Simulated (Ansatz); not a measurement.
# Zr2AlC: a fit and a missing row

Zr2AlC, P6_3/mmc, a = 3.290 Å, c = 14.516 Å. The structure is a Materials Project entry; whether it is the stable form wasn't checked. Ansatz: PBEsol, PAW, 420 eV, Γ-centred 12×12×4 mesh on 8 atoms, Gaussian smearing 0.10 eV; no spin polarisation. Shape and atoms are relaxed at each volume; pressure is positive in compression.

| V (Å³/atom) | P (GPa) |
| --- | --- |
| 15.986 | 9.21 |
| 16.497 | 4.25 |
| 17.007 | -0.02 |
| 17.517 | ? |
| 18.027 | -6.78 |

Problem. Take V0 = 17.007 Å³/atom, count pressures from its P0 = -0.02 GPa, fit the third-order Birch–Murnaghan form to the other rows, and predict the missing pressure.

Solution. With the Eulerian strain f = ½[(V0/V)^(2/3) − 1] and y = (P − P0)/[3f(1 + 2f)^(5/2)], the form is the line y = B0 + 1.5 B0 (B0′ − 4) f. Rows (f, y): 0.02107, 131.7; 0.01025, 132.0; -0.01904, 130.4. Means f = 0.004093, y = 131.37; Σ(Δf)² = 0.0008613, ΣΔfΔy = 0.03192; the slope is their ratio. y = 131.2 + 37.06 f GPa, so B0 = 131.2 GPa and B0′ = 4 + 2 × (37.06)/(3 × 131.2) = 4.19. At V = 17.517, f = -0.00975, y = 130.84 and P = -3.66 GPa. The run gave -3.66 GPa, the same to the digits shown.

Cost: 5 runs of about 8.7 core-minutes in all, on Arm Neoverse V1 (shared hosts).